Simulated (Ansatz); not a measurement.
ReC:
```xyz
2
Lattice="0.0000 2.3186 2.3186 2.3186 0.0000 2.3186 2.3186 2.3186 0.0000" Properties=species:S:1:pos:R:3 pbc="T T T"
Re     0.0000     0.0000     0.0000
C      1.1593     1.1593     1.1593
```

Relaxed with PBE. Special points in fractions of this cell's reciprocal vectors: Γ (0.000, 0.000, 0.000); X (0.500, 0.000, 0.500); U (0.625, 0.250, 0.625); K (0.375, 0.375, 0.750); L (0.500, 0.500, 0.500); W (0.500, 0.250, 0.750).

Task: List the band energies nearest the Fermi level at these points for DFT-PBE with spin–orbit coupling in the program Ansatz with PAW potentials.

Result: In eV from the Fermi level; about four levels below and three above (degenerate sets whole), none deeper than 8.9 eV; points with the same levels are listed once.

```csv
k,below,above
Γ,-0.63 -0.63 -0.63 -0.63,3.14 3.14 7.41 7.41 7.41 7.41
X,-2.80 -2.80 -2.14 -2.14,0.76 0.76 1.33 1.33
U,-3.43 -2.89 -2.58 -0.33,0.05 1.29 1.34
L,-5.03 -5.03 -0.22 -0.22,0.37 0.37 0.94 0.94
W,-2.50 -1.68 -0.69 -0.18,0.97 1.08 3.11
```

Space group F-43m (zinc blende). The start of the workflow was typed in or built on a structure type; neither database checked (COD, Materials Project) lists it. Whether it is the stable phase at ambient conditions was not checked. Symmetry was held in the PBE relaxation; whether a distortion lowers the energy is not shown. The run is not spin-polarised. Its formation energy is positive at this level, so the cell may be metastable or incomplete.

Potentials: the earlier of the program's two PAW sets.
